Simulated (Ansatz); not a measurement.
Start of a relaxation of TaAg2F6:

Space group Fm-3m (No. 225). a = 7.767 Å, b = 7.767 Å, c = 7.767 Å, α = 90.00°, β = 90.00°, γ = 90.00°
```json
{"atom": "Ta", "site": "4a", "symmetry": "m-3m", "x": "0.0000", "y": "0.0000", "z": "0.0000"}
{"atom": "Ag", "site": "8c", "symmetry": "-43m", "x": "0.2500", "y": "0.7500", "z": "0.7500"}
{"atom": "F", "site": "24e", "symmetry": "4m.m", "x": "0.2500", "y": "0.0000", "z": "0.0000"}
```

Computed with DFT PBE, scalar-relativistic, plane waves, PAW (Ansatz). Cutoff 420 eV, Gaussian smearing, Γ-centred meshes. Cell and atoms relax first on a coarse mesh and then on a finer one. In between, the cell is made exact in the group found at 0.06 Å. In metals the finer mesh still leaves noise of several meV/atom or more. The steps can't lower the symmetry of their start. No spin polarisation in the relaxation; trial moments died out in a coarse test.

A guess keeps its type if space group and coordination stay and the shape of the cell changes little (axis ratios within about 15 %, angles within 6°); the volume may change.

Task: Does it keep its structure type, or change into something else?

Result: It keeps its type. The symmetry stays Fm-3m (No. 225). The volume per atom grows by 42.8 %, from 13.0 to 18.6 Å³. The shortest distance goes from 1.94 Å (Ta–F) to 1.93 Å (Ta–F). Counting neighbours within 15 % of an atom's shortest distance, the start has Ag 12, F 1, Ta 6 and the end Ag 12, F 1, Ta 6.

The last run used an 8×8×8 mesh for its 9-atom cell and Gaussian smearing of 0.10 eV. Spin–orbit coupling, which can matter for Ta, is left out. An odd number of electrons in the primitive cell allows no gap without spin; a larger cell or a magnetic state could open one. A structure relaxed within its symmetry needn't be a true minimum.
